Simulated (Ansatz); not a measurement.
**Fermi surface of SrTl (Pm-3m)**

```xyz
2
Lattice="4.0183 0.0000 0.0000 0.0000 4.0183 0.0000 0.0000 0.0000 4.0183" Properties=species:S:1:pos:R:3 pbc="T T T"
Sr    0.0000    0.0000    0.0000
Tl    2.0091    2.0091    2.0091
```

Unless marked otherwise, the numbers come from PBEsol, all-electron LAPW in Ansatz 0.2.0, with spin-orbit coupling. k mesh 8×8×8, fine mesh 10×10×10, Fermi-Dirac smearing of 0.050 eV, basis error target 1 meV/atom. The cell was relaxed by PAW under this functional.

Levels and slopes are solved on a 10×10×10 mesh, and each state is taken as quadratic over its cell.

What is the density of states at the Fermi level, and which bare Sommerfeld coefficient follows?

N(E_F) = 0.52 states/eV/atom (both spins), so γ = (π²/3) k_B² N(E_F) = 1.23 mJ/(mol-atom K²) without electron-phonon or spin-fluctuation enhancement.

What Drude plasma energy and σ/τ do the band velocities give?

(ħω_p,α)² = (e²/ε₀VN_k) Σ_nkσ (∂E/∂k_α)² δ(E − E_F) gives ħω_p = (4.96, 4.96, 4.96) eV along x, y, z, and σ/τ = ε₀ω_p² = 5.03×10²⁰ Ω⁻¹m⁻¹s⁻¹ along x. Weighted by the density of states, the mean Fermi speed is 0.744×10⁶ m/s; the surface has an area of 9.73 Å⁻² for each spin direction.

Which bands cross the Fermi level, and what do they carry?

```
band  filled part  N (states/eV/cell)  speed (10⁶ m/s)  5th to 95th percentile  area (Å⁻²)        filling
   1         0.96              0.0647            0.987            0.73 to 1.21        1.61    nearly full
   2         0.96              0.0647            0.987            0.73 to 1.21        1.61    nearly full
   3         0.50               0.394            0.672            0.41 to 0.85        6.66  partly filled
   4         0.50               0.394            0.672            0.41 to 0.85        6.66  partly filled
   5         0.04              0.0616            0.949            0.62 to 1.14        1.47   nearly empty
   6         0.04              0.0616            0.949            0.62 to 1.14        1.47   nearly empty
```

Map the plane k₃ = 0 of the mesh: how many bands lie under the Fermi level at each point, counted from the least on the plane?

k₁ runs to the right and k₂ upwards, each from −½ to ½ with 0 in the middle (the axes needn't be at right angles):
```
4442222244
4442222244
2222222222
2222000222
2222000222
2222000222
2222222222
4442222244
4442222244
4442222244
```

What does PAW give for the same cell?

N(E_F) = 0.52 states/eV/atom and ħω_p,x = 4.96 eV.

And without spin-orbit coupling?

N(E_F) = 0.584 states/eV/atom and ħω_p,x = 5.41 eV, on a 16×16×16 mesh.

Known limits: these sums move with the mesh, by several per cent and more for small sheets; the frozen-core PAW files of the compared runs were fitted under PBE, their cores solved anew for this functional.
